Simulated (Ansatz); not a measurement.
SiNi2:
```cif
data_Ni8Si4
_chemical_formula_sum 'Si4 Ni8'
_space_group_name_H-M_alt 'Pnma'
_space_group_IT_number 62
_space_group_name_Hall '-P 2ac 2n'
_cell_length_a 4.87779
_cell_length_b 3.66097
_cell_length_c 6.93770
_cell_angle_alpha 90.000
_cell_angle_beta 90.000
_cell_angle_gamma 90.000
loop_
_atom_site_label
_atom_site_type_symbol
_atom_site_symmetry_multiplicity
_atom_site_Wyckoff_symbol
_atom_site_fract_x
_atom_site_fract_y
_atom_site_fract_z
_atom_site_occupancy
Si1 Si 4 c 0.20884 0.75000 0.11332 1
Ni1 Ni 4 c 0.45800 0.25000 0.29279 1
Ni2 Ni 4 c 0.17116 0.75000 0.43965 1
```

Relaxed at zero pressure with DFT-LDA in the program Ansatz with PAW potentials.

Question: The volume is raised by 6 % and shape and atoms relax at that volume. What pressure results, and how do the axes share the change?

Answer: -11.6 GPa; a 3.1 %, b 1.3 %, c 1.5 %; the energy rises by 24 meV/atom.

Question: Give the new structure.

Answer: 
Space group Pnma (No. 62); a = 5.031 Å, b = 3.708 Å, c = 7.038 Å, α = β = γ = 90.00°

| atom | site | symmetry | x | y | z |
|---|---|---|---|---|---|
| Si | 4c | .m. | 0.2163 | 0.7500 | 0.1152 |
| Ni | 4c | .m. | 0.4605 | 0.2500 | 0.2976 |
| Ni | 4c | .m. | 0.1686 | 0.7500 | 0.4399 |

The phase is kept; no other phase was compared at this pressure.

The LDA relaxation kept the symmetry of its start; of distortions, only those at the zone centre were tested. No spin polarisation was allowed.

Potentials: the later of the program's two PAW sets.
